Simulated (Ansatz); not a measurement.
**KRb$_{2}$BiF$_{6}$: levels and charges under dearer methods**

A database entry relaxed whole under r2SCAN at zero pressure (Fm-3m, No. 225):

```
CELL_PARAMETERS angstrom
0.00000 4.74590 4.74590
4.74590 0.00000 4.74590
4.74590 4.74590 0.00000
ATOMIC_POSITIONS crystal
K 0.50000 0.50000 0.50000
Rb 0.25000 0.25000 0.25000
Rb 0.75000 0.75000 0.75000
Bi 0.00000 0.00000 0.00000
F 0.76337 0.23663 0.23663
F 0.23663 0.76337 0.23663
F 0.23663 0.76337 0.76337
F 0.76337 0.23663 0.76337
F 0.23663 0.23663 0.76337
F 0.76337 0.76337 0.23663
```

Its volume is 21.38 Å³ an atom, +4.0 % against the entry's 20.56, a cell as deposited in COD (1972).

Single points on this cell with plane-wave PAW DFT (Ansatz 0.2.0; r2SCAN 500 eV, hybrids 420 eV; fermi-dirac occupations of width 0.020 eV; no moments): r2SCAN on a 6×6×6 Γ-centred mesh; r2SCAN with spin-orbit coupling on a 6×6×6 Γ-centred mesh; HSE06 on a 4×4×4 Γ-centred mesh; PBE0 on a 4×4×4 Γ-centred mesh.

Q: How do gap, pressure and charges move from level to level?

A: The runs give:

```tsv
level	gap (eV), or kind	pressure (GPa)	Bader charge of K (e)	Bader charge of Rb (e)	Bader charge of Bi (e)	Bader charge of F (e)
r2SCAN	5.29	0.0	+0.88	+0.93	+2.20	-0.82
r2SCAN with spin-orbit coupling	4.54	0.0	+0.88	+0.93	+2.16	-0.82
HSE06	its mesh misses the band edges	0.6	+0.89	+0.93	+2.25	-0.83
PBE0	its mesh misses the band edges	0.6	+0.89	+0.93	+2.25	-0.83
```

Under r2SCAN the gap is 5.29 eV, over mesh and band path. Spin-orbit coupling moves the r2SCAN gap by -0.75 eV. The charge on Bi goes from +2.20 to +2.25 e under HSE06.

Caveats: the relaxation kept the start's symmetry; hybrid pressures are good to a few tenths of a GPa; pressure is positive in compression.
